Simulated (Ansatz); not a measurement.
Given:

In2Ge2O7:
Space group C2/m (No. 12); a = 6.6546 Å, b = 8.8676 Å, c = 4.9606 Å, α = 90.00°, β = 102.09°, γ = 90.00°

```json
[
 {"atom": "In", "site": "4g", "symmetry": "2", "x": "0.0000", "y": "0.3070", "z": "0.0000"},
 {"atom": "Ge", "site": "4i", "symmetry": "m", "x": "0.2369", "y": "0.0000", "z": "0.4057"},
 {"atom": "O", "site": "8j", "symmetry": "1", "x": "0.2406", "y": "0.1667", "z": "0.2118"},
 {"atom": "O", "site": "2c", "symmetry": "2/m", "x": "0.5000", "y": "0.5000", "z": "0.5000"},
 {"atom": "O", "site": "4i", "symmetry": "m", "x": "0.0869", "y": "0.5000", "z": "0.2734"}
]
```
(The calculation used a cell of 11 atoms; values per cell refer to that cell.)

This is the PBEsol-relaxed structure.

Problem. All from PBEsol in the plane-wave PAW code Ansatz, unless another level is named. Estimate the band gap.

Solution. 1.99 eV (direct).

Problem. Give the electron effective mass.

Solution. 0.22, 0.24, 0.24 mₑ (principal values).

Problem. What about the HSE06 gap on the PBEsol cell?

Solution. 3.81 eV.

Problem. And the formation energy from the elements (no fitted shifts)?

Solution. -1.64 eV/atom.

Problem. Next, the valence-band maximum?

Solution. at Γ.

The first step of the workflow began from a Materials Project structure, measured or hypothetical; the Crystallography Open Database files this formula in space group No. 12, but the cells were not matched. Its standing as an ambient phase is unchecked. The PBEsol relaxation kept the symmetry of its start. At this level the phase is dynamically unstable (imaginary phonons). The references are the lowest solids computed at this level, not always the standard phases (solids in place of the gases). Spin–orbit coupling is left out wherever it is not named.

Potentials: the later of the program's two PAW sets.
